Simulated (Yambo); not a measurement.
Yambo run on RbCdF$_{3}$ (cubic perovskite, space group Pm-3m, No. 221). The wavefunctions come from this Quantum ESPRESSO step (PBEsol, PseudoDojo standard norm-conserving files, fully relativistic):

```
&CONTROL
  calculation = 'nscf'
  pseudo_dir = './pseudo'
  outdir = './out'
/
&SYSTEM
  ibrav = 0
  nat = 5
  ntyp = 3
  ecutwfc = 102.0
  ecutrho = 408.0
  occupations = 'fixed'
  force_symmorphic = .true.
  nbnd = 270
  noncolin = .true.
  lspinorb = .true.
/
&ELECTRONS
  conv_thr = 5e-09
  diago_full_acc = .true.
  diago_thr_init = 1e-08
/
ATOMIC_SPECIES
F 18.9984 F.upf
Rb 85.4678 Rb.upf
Cd 112.4140 Cd.upf
CELL_PARAMETERS angstrom
  4.424980000000   0.000000000000   0.000000000000
  0.000000000000   4.424980000000   0.000000000000
  0.000000000000   0.000000000000   4.424980000000
ATOMIC_POSITIONS crystal
F   0.000000000000   0.500000000000   0.500000000000
F   0.500000000000   0.000000000000   0.500000000000
F   0.500000000000   0.500000000000   0.000000000000
Rb   0.000000000000   0.000000000000   0.000000000000
Cd   0.500000000000   0.500000000000   0.500000000000
K_POINTS automatic
2 2 2 0 0 0
```

Yambo input:

```
rim_cut
gw0
dyson
el_el_corr
HF_and_locXC
ppa
em1d
RandQpts= 1000000
RandGvec= 1 Ry
EXXRLvcs= 102 Ry
VXCRLvcs= 408 Ry
Chimod= "HARTREE"
% BndsRnXp
 9 | 264 |
%
NGsBlkXp= 7 Ry
% LongDrXp
 1.0 | 1.0 | 1.0 |
%
PPAPntXp= 27.2114 eV
% GbndRnge
 1 | 264 |
%
GTermKind= "BG"
DysSolver= "n"
ExtendOut
% QPkrange
 1 | 1 | 48 | 52 |
 2 | 2 | 50 | 51 |
 3 | 3 | 50 | 51 |
 4 | 4 | 50 | 51 |
%
```

k points by index: 1 = Γ, 2 = X, 3 = M, 4 = R.

Table of the .qp output:

```
#    K-point    Band    Eo [eV]    E [eV]    E-Eo [eV]    Vxc [eV]    Vnlxc [eV]    Sc|Eo [eV]    Sc|E [eV]    dSc/dw|Eo [eV]    Re(Z)    Im(Z)
#
    1    48    -1.508031    -3.510306    -2.002274    -21.85939    -29.51098    5.141360    5.649314    -6.902663    0.797657    -0.001275
    1    49    -1.508031    -3.509725    -2.001694    -21.85939    -29.51135    5.142310    5.650270    -6.904736    0.797609    -0.001280
    1    50    -1.508031    -3.510286    -2.002255    -21.85939    -29.51153    5.141718    5.649888    -6.905667    0.797587    -0.001281
    1    51    3.068531    4.422029    1.353498    -11.97504    -7.158066    -3.271052    -3.463478    -3.868435    0.875532    -0.719293E-3
    1    52    3.068531    4.422029    1.353498    -11.97504    -7.158066    -3.271052    -3.463478    -3.868435    0.875532    -0.719293E-3
    2    50    -1.398718    -3.534462    -2.135744    -22.27980    -30.12401    5.177645    5.708461    -6.762596    0.800946    -0.001258
    2    51    5.606379    7.294946    1.688567    -15.90913    -10.95549    -2.983072    -3.265076    -4.544333    0.856896    -0.814339E-3
    3    50    -0.002179    -1.784730    -1.782551    -25.56291    -32.21250    4.476095    4.867044    -5.967630    0.820137    -0.001028
    3    51    6.723074    8.578507    1.855432    -16.12402    -10.93461    -3.012529    -3.333977    -4.714071    0.852340    -0.947047E-3
    4    50    0.000000    -1.786385    -1.786385    -25.56622    -32.23686    4.492469    4.884255    -5.967576    0.820138    -0.001013
    4    51    7.411970    8.841105    1.429135    -9.918127    -4.985780    -3.310350    -3.503212    -3.671981    0.881101    -0.730873E-3
```
(The two width columns are left out.) Convergence of these settings isn't established.

Geometry of the Materials Project entry, not relaxed at this level.

The structure is a Materials Project entry; no match was found in the copy of COD used, and its stability was not checked.
